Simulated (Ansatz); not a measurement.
Consider the following.

MgNi₂P:
```yaml
crystal:
  lattice:
    - [6.40043, 0.00000, 0.00000]
    - [0.00000, 6.29384, 0.00000]
    - [0.00000, 0.00000, 4.98322]
  atoms:
    - { symbol: Mg, position: [0.51827, 0.75000, 0.12674] }
    - { symbol: Mg, position: [0.48173, 0.25000, 0.87326] }
    - { symbol: Mg, position: [0.98173, 0.25000, 0.62674] }
    - { symbol: Mg, position: [0.01827, 0.75000, 0.37326] }
    - { symbol: Ni, position: [0.67411, 0.94655, 0.59968] }
    - { symbol: Ni, position: [0.32589, 0.05345, 0.40032] }
    - { symbol: Ni, position: [0.82589, 0.05345, 0.09968] }
    - { symbol: Ni, position: [0.17411, 0.94655, 0.90032] }
    - { symbol: Ni, position: [0.17411, 0.55345, 0.90032] }
    - { symbol: Ni, position: [0.82589, 0.44655, 0.09968] }
    - { symbol: Ni, position: [0.32589, 0.44655, 0.40032] }
    - { symbol: Ni, position: [0.67411, 0.55345, 0.59968] }
    - { symbol: P, position: [0.12629, 0.25000, 0.12317] }
    - { symbol: P, position: [0.87371, 0.75000, 0.87683] }
    - { symbol: P, position: [0.37371, 0.75000, 0.62317] }
    - { symbol: P, position: [0.62629, 0.25000, 0.37683] }
```

This is the r²SCAN-relaxed structure.

Task: All from r²SCAN (plane waves, PAW; program Ansatz), unless another level is named. Predict the electronic character.

Result: metallic (no gap).

Task: And the density of states at the Fermi level?

Result: 0.30 states/eV per atom (mean over ±0.08 eV).

Task: Next, the formation energy from the elements (no fitted shifts)?

Result: -0.58 eV/atom.

Space group Pnma. The workflow started from a Materials Project entry (that database holds measured and hypothetical structures alike); the Crystallography Open Database copy checked does not list it. Its standing as an ambient phase is unchecked. Symmetry was held in the r²SCAN relaxation; whether a distortion lowers the energy is not shown. The run is not spin-polarised. The references are the lowest solids computed at this level, not always the standard phases.

Potentials: the later of the program's two PAW sets.
